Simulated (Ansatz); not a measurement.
Data:

Mg₂Ge:
```yaml
crystal:
  lattice:
    - [5.86601, 0.00000, 0.00000]
    - [0.00000, 5.86601, 0.00000]
    - [0.00000, 0.00000, 5.86601]
  atoms:
    - { symbol: Mg, position: [0.75000, 0.75000, 0.75000] }
    - { symbol: Mg, position: [0.75000, 0.25000, 0.25000] }
    - { symbol: Mg, position: [0.25000, 0.75000, 0.25000] }
    - { symbol: Mg, position: [0.25000, 0.25000, 0.75000] }
    - { symbol: Ge, position: [0.00000, 0.00000, 0.00000] }
    - { symbol: Ge, position: [0.50000, 0.50000, 0.50000] }
```

This is the PBE-relaxed structure.

### Question
All from DFT-PBE in the program Ansatz with PAW potentials, unless another level is named. Give the electronic character.

### Answer
no gap, with almost no states at the Fermi level (zero-gap or semimetallic).

### Question
What about the formation energy from the elements (no fitted shifts)?

### Answer
0.27 eV/atom.

Space group Pn-3m. A made-up cell: these elements were put on the sites of a structure type; neither database checked (COD, Materials Project) lists it. COD files the formula under space group No. 225, so this cell is another polymorph or a model. Its standing as an ambient phase is unchecked. The PBE relaxation kept the symmetry of its start; its stability against distortions is not shown here. The references are the lowest solids computed at this level, not always the standard phases. Spin–orbit coupling is left out wherever it is not named.

Potentials: the later of the program's two PAW sets.
